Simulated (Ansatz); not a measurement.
Y3Ge5:
```
CELL_PARAMETERS angstrom
      0.00000     8.56548     6.80601
      2.85039     0.00000     6.80601
      2.85039     8.56548     0.00000
ATOMIC_POSITIONS crystal
  Y  0.75494 0.75494 0.74506
  Y  0.50494 0.50494 0.49506
  Y  0.81525 0.18001 0.84793
  Y  0.18001 0.81525 0.15682
  Y  0.09318 0.40207 0.06999
  Y  0.40207 0.09318 0.43475
  Ge 0.97634 0.72577 0.89310
  Ge 0.72577 0.97634 0.40479
  Ge 0.84521 0.35690 0.52423
  Ge 0.35690 0.84521 0.27366
  Ge 0.83243 0.50306 0.99399
  Ge 0.50306 0.83243 0.67051
  Ge 0.57949 0.25601 0.74694
  Ge 0.25601 0.57949 0.41757
  Ge 0.05410 0.05410 0.94590
  Ge 0.30410 0.30410 0.19590
```

Relaxed with PBEsol. Special points in fractions of this cell's reciprocal vectors: Γ (0.000, 0.000, 0.000); Y (0.500, 0.000, 0.500); T (1.000, 0.500, 0.500); Z (0.500, 0.500, 0.000); Σ0 (0.000, 0.322, 0.322); U0 (1.000, 0.678, 0.678); C0 (0.500, 0.266, 0.766); A0 (0.500, 0.734, 0.234); L (0.500, 0.500, 0.500).

**Question.** List the band energies nearest the Fermi level at these points for plane-wave PAW PBEsol (Ansatz code).

**Answer.** In eV from the Fermi level; about four levels below and three above (degenerate sets whole), none deeper than 8.9 eV; points with the same levels are listed once.

```tsv
k	below	above
Γ	-0.67 -0.43 -0.15 -0.14	0.67 1.24 1.57
Y	-1.61 -1.61 -0.74 -0.74	0.22 0.22 0.31 0.31
T	-0.96 -0.96 -0.09 -0.09	1.11 1.11 1.53 1.53
Z	-1.26 -1.26 -0.90 -0.90	1.52 1.52 1.75 1.75
Σ0	-1.29 -0.89 -0.62 -0.57	0.01 0.06 0.17
C0	-1.24 -1.24 -0.82 -0.82	0.07 0.07 1.00 1.00
L	-0.84 -0.61 -0.33 -0.06	0.42 0.47 0.73
```

Space group Fdd2. The first step of the workflow began from a Materials Project structure, measured or hypothetical; the Crystallography Open Database copy checked does not list it. Its standing as an ambient phase is unchecked. The cell was relaxed with PBEsol under the symmetry of its start; its stability against distortions is not shown here. No spin polarisation was allowed. Spin–orbit coupling is left out wherever it is not named.

Potentials: the later of the program's two PAW sets.
